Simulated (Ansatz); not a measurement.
With PBE in the plane-wave PAW code Ansatz, ZrB₂ in the hexagonal phase (P6_3/mmc; Zr on 2c, B on 4f) relaxes to a = 3.076 Å, c = 8.565 Å. Against the elements it lies at -0.15 eV/atom, with no fitted shifts.

Electronic character: metallic (no gap). Gap from PBE with spin–orbit coupling: none (metallic).

An equation-of-state fit gives a bulk modulus of 167 GPa.

The start of the workflow was typed in or built on a structure type; neither database checked (COD, Materials Project) lists it. It is not the phase usual at ambient conditions (space group No. 191). The cell was relaxed with PBE under the symmetry of its start; whether a distortion lowers the energy is not shown. No spin polarisation was allowed. The references are the lowest solids computed at this level, not always the standard phases. Spin–orbit coupling is left out wherever it is not named.

Potentials: the earlier of the program's two PAW sets.
